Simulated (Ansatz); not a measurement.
## Compressing V$_{2}$N$_{3}$: a fit and a missing row

V$_{2}$N$_{3}$, P-3m1, a = 2.780 Å, c = 6.196 Å. The structure is a Materials Project entry; whether it is the stable form wasn't checked. Ansatz: PBEsol, PAW, 420 eV, Γ-centred 12×12×6 mesh on 5 atoms, Gaussian smearing 0.10 eV; no spin polarisation. Shape and atoms are relaxed at each volume; pressure is positive in compression.

```
V (Å³/atom) P (GPa)
      7.796    22.61
      8.044        ?
      8.293     0.00
      8.542    -8.90
      8.791   -16.44
```

Problem. Take V0 = 8.293 Å³/atom, fit the third-order Birch–Murnaghan form to the other rows, and predict the missing pressure.

Solution. With the Eulerian strain f = ½[(V0/V)^(2/3) − 1] and y = P/[3f(1 + 2f)^(5/2)], the form is the line y = B0 + 1.5 B0 (B0′ − 4) f. Rows (f, y): 0.02103, 323.3; -0.00976, 319.3; -0.01907, 316.7. Means f = -0.002600, y = 319.77; Σ(Δf)² = 0.0008809, ΣΔfΔy = 0.1373; the slope is their ratio. y = 320.2 + 155.9 f GPa, so B0 = 320.2 GPa and B0′ = 4 + 2 × (155.9)/(3 × 320.2) = 4.32. At V = 8.044, f = 0.01027, y = 321.80 and P = 10.43 GPa. The run gave 10.40 GPa, so the fit is 0.03 GPa too high, within twice the rms miss on the fitted rows (0.02 GPa).

Spin polarisation was left out, and a magnetic state may lie lower.